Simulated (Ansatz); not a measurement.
Relaxed-ion elastic tensor of Nb (bcc (W type), Im-3m) in GPa (Voigt order), the program Ansatz at the r²SCAN level (PAW); density 8.57 g/cm³, 18.00 Å³ per atom.

```
     1    2    3     4     5     6
-  ---  ---  ---  ----  ----  ----
1  252  137  137   0.0   0.0   0.0
2  137  252  137   0.0   0.0   0.0
3  137  137  252   0.0   0.0   0.0
4  0.0  0.0  0.0  11.9   0.0   0.0
5  0.0  0.0  0.0   0.0  11.9   0.0
6  0.0  0.0  0.0   0.0   0.0  11.9
```

Task: Is the crystal mechanically stable?

Result: Yes: the smallest eigenvalue of C is 11.9 GPa.

Task: Work out the Voigt, Reuss and Hill averages.

Result: K_V = 175, K_R = 175, K_H = 175; G_V = 30.2, G_R = 17.4, G_H = 23.8 GPa.

Task: Give Young's modulus, Poisson's ratio, Pugh's ratio and the universal anisotropy index.

Result: E = 9KG/(3K + G) = 68.4 GPa; ν = 0.43; K/G = 7.36 (ductile by the Pugh limit of 1.75); A_U = 5G_V/G_R + K_V/K_R − 6 = 3.66.

Task: Estimate the sound speeds and the Debye temperature.

Result: v_l = √((K + 4G/3)/ρ) = 4920 m/s, v_t = √(G/ρ) = 1670 m/s, mean 1900 m/s; Θ = (h/k)(3n/4πV)^(1/3) v_m = 215 K.

Task: Give the Zener ratio and Young's modulus along [100], [110] and [111].

Result: A = 2C44/(C11 − C12) = 0.21; 1/E = S11 − 2(S11 − S12 − S44/2)Γ with Γ = 0, 1/4, 1/3 gives 156, 43.3, 34.9 GPa.

Symmetry was held in the r²SCAN relaxation. The run is not spin-polarised. As this level gives no gap, shear constants depend on the k-mesh and smearing (Fermi–Dirac, 0.1 eV here). On the denser mesh and wider smearing of the elastic run this cell carries a stress of 0.4 GPa.

Potentials: the later of the program's two PAW sets.
